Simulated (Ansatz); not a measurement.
HfO₂ (tetragonal-ZrO2 type, space group P4_2/nmc)

```
CELL_PARAMETERS angstrom
      3.56707     0.00000     0.00000
      0.00000     3.56707     0.00000
      0.00000     0.00000     5.16596
ATOMIC_POSITIONS crystal
  Hf 0.00000 0.00000 0.00000
  Hf 0.50000 0.50000 0.50000
  O  0.00000 0.50000 0.20010
  O  0.00000 0.50000 0.70010
  O  0.50000 0.00000 0.29990
  O  0.50000 0.00000 0.79990
```

Scan: atom 4 (O, nearest neighbour Hf at 2.061 Å; its periodic images, 3.6 Å or more away, move with it) is displaced along Cartesian z, direction (0.000, 0.000, 1.000) in Cartesian axes, by s. The other atoms stay.

Method: PBEsol (plane waves to 420 eV, PAW, scalar-relativistic; Ansatz, a program for electronic structure). k mesh 8×8×5 (Γ-centred), Fermi-Dirac smearing 0.05 eV. Energies are smeared free energies. Stress and pressure are positive under compression. F∥ is the force on the atom along that direction. HfO2 is run without spin polarisation. HfO2 was relaxed with its symmetry unable to fall. Spin-orbit coupling is left out, though Hf is heavy. This is a high-temperature form of HfO2. The zero of ΔE is the undisplaced structure.

```json
[
 {"s (Å)": "-0.410", "P (GPa)": "11.3", "F∥ (eV/Å)": "6.110", "ΔE (meV/cell)": "(withheld)"},
 {"s (Å)": "-0.328", "P (GPa)": "8.1", "F∥ (eV/Å)": "4.812", "ΔE (meV/cell)": "(withheld)"},
 {"s (Å)": "-0.246", "P (GPa)": "5.3", "F∥ (eV/Å)": "3.548", "ΔE (meV/cell)": "429"},
 {"s (Å)": "-0.164", "P (GPa)": "3.1", "F∥ (eV/Å)": "2.324", "ΔE (meV/cell)": "188"},
 {"s (Å)": "-0.082", "P (GPa)": "1.3", "F∥ (eV/Å)": "1.143", "ΔE (meV/cell)": "47"},
 {"s (Å)": "0.000", "P (GPa)": "0.0", "F∥ (eV/Å)": "0.000", "ΔE (meV/cell)": "0"},
 {"s (Å)": "0.082", "P (GPa)": "-0.8", "F∥ (eV/Å)": "-1.110", "ΔE (meV/cell)": "46"},
 {"s (Å)": "0.164", "P (GPa)": "-1.0", "F∥ (eV/Å)": "-2.195", "ΔE (meV/cell)": "(withheld)"},
 {"s (Å)": "0.246", "P (GPa)": "-0.6", "F∥ (eV/Å)": "-3.266", "ΔE (meV/cell)": "405"},
 {"s (Å)": "0.328", "P (GPa)": "0.4", "F∥ (eV/Å)": "-4.333", "ΔE (meV/cell)": "717"},
 {"s (Å)": "0.410", "P (GPa)": "(withheld)", "F∥ (eV/Å)": "-5.412", "ΔE (meV/cell)": "1116"}
]
```

### Question
What belongs in the gaps?

### Answer

- -0.410, ΔE (meV/cell): 1219
- -0.328, ΔE (meV/cell): 772
- 0.164, ΔE (meV/cell): 181
- 0.410, P (GPa): 1.9

(A displaced cell: forces are minus the slopes of the energy, force constants its curvatures, and phonons follow from these.)
